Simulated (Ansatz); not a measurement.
KZnF3:
```xyz
5
Lattice="4.0463 0.0000 0.0000 0.0000 4.0463 0.0000 0.0000 0.0000 4.0463" Properties=species:S:1:pos:R:3 pbc="T T T"
K      0.0000     0.0000     0.0000
Zn     2.0232     2.0232     2.0232
F      2.0232     2.0232     0.0000
F      0.0000     2.0232     2.0232
F      2.0232     0.0000     2.0232
```

Relaxed with r²SCAN.

Map the valence electron density (e/Å³), cut off at 3 on the plane through (0.000, 0.000, 0.000) spanned by u = [1, 0, 0] and v = [0, 1, 1] in lattice vectors, from DFT-r²SCAN in the program Ansatz with PAW potentials.

x is the fraction of u, y of v (the angle between them is 90°; rows are the nearest grid lines); atoms in the plane: K at (0.00, 0.00), Zn at (0.50, 0.50), F at (0.00, 0.50).
```
|999831000000000138999|
|999731000000000137999|
|875310000000000013578|
|432100000000000001234|
|110000000000000000011|
|000000000000000000000|
|000000000000000000000|
|000000000000000000000|
|110000000111000000011|
|432100012333210001234|
|999411149999941114999|
|999621269999962126999|
|999621269999962126999|
|999411149999941114999|
|432100012333210001234|
|110000000111000000011|
|000000000000000000000|
|000000000000000000000|
|000000000000000000000|
|110000000000000000011|
|432100000000000001234|
|875310000000000013578|
|999731000000000137999|
|999831000000000138999|
```
Scale: ten equal steps from 0.013 (start of '0') to 3.00 (end of '9'), in the order '0123456789'; x runs from 0.000 to 1.00, y from 0.000 (bottom) to 1.00 (top).

The density is the valence pseudo-density with augmentation charge, so density and ELF within about 1 Å of a nucleus are not all-electron values.

Space group Pm-3m (cubic perovskite). The r²SCAN relaxation kept the symmetry of its start; phonons on a q-mesh show no instability.

Potentials: the later of the program's two PAW sets.
